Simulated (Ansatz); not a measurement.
A relaxed cell of YN (Fm-3m (No. 225)), relaxed on a k-mesh at least as fine as the one used below. These are r2SCAN (plane waves to 500 eV, PAW, scalar-relativistic; Ansatz, an electronic-structure program) values and carry that method's errors. Γ-centred k-mesh 12×12×12 on the run's cell, Fermi–Dirac smearing 0.05 eV.

```
YN
1.0
    0.00000     2.44774     2.44774
    2.44774     0.00000     2.44774
    2.44774     2.44774     0.00000
N Y
1 1
Direct
  0.00000   0.00000   0.00000
  0.50000   0.50000   0.50000
```

The atoms are displaced by (Å):

```
atom      ux      uy      uz
----  ------  ------  ------
N1    -0.154  -0.100   0.000
Y2    -0.029   0.131  -0.157
```

Q: What forces (eV/Å) and pressure result?

A: 
| atom | Fx | Fy | Fz |
|---|---|---|---|
| N1 | 0.32 | 0.94 | -0.46 |
| Y2 | -0.32 | -0.94 | 0.46 |

Pressure +3.9 GPa.

Q: Estimate the energy cost of the displacement in the harmonic approximation and compare with the calculation.

A: For a harmonic well ΔE = −½ Σ F·u = 0.165 eV a cell, or 82 meV/atom. The calculated energy relative to the undisplaced cell is +0.066 eV/atom, so anharmonic terms matter at this amplitude.

No spin polarisation in the result.

The run that gave the undisplaced cell could not lose the symmetry of its start; a randomly shaken copy of 2 atoms returns to this structure.
